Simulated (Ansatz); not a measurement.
## Structures of V$_{2}$F: which is lowest?

Plane-wave DFT in Ansatz with scalar-relativistic PAW potentials, cutoff 420 eV, Γ-centred meshes chosen by cell and gap, Gaussian smearing with energies taken to zero width. Every cell was relaxed (cell and atoms) in a run of its own, within the symmetry of its start. Functional: PBE.

Relaxed structures (starts from databases or built by putting these elements on another compound's sites):
A. P6/mmm, 3 atoms in the computed cell, a = 4.332 Å, c = 2.421 Å; sites (symmetry × multiplicity) V -6m2 × 2, F 6/mmm × 1; start: built
B. Fd-3m, 6 atoms in the computed cell, a = 6.985 Å; sites (symmetry × multiplicity) V .-3m × 16, F -43m × 8; start: built

Question: Rank them by energy. Could pressure change the order?

Answer:
| structure | group | E − E(lowest) (meV/atom) | V (Å³/atom) | gap on mesh (eV) |
| --- | --- | --- | --- | --- |
| A | P6/mmm | 0.0 | 13.12 | 0.00 |
| B | Fd-3m | 98 | 14.20 | 0.00 |

A is lowest, 98 meV/atom under B. The lowest is also the densest of these, so pressure wouldn't bring one of the others in at first order. Other structures may lie lower than all of these, and vibrations aren't counted.

Spin polarisation was left out, and a magnetic state may lie lower.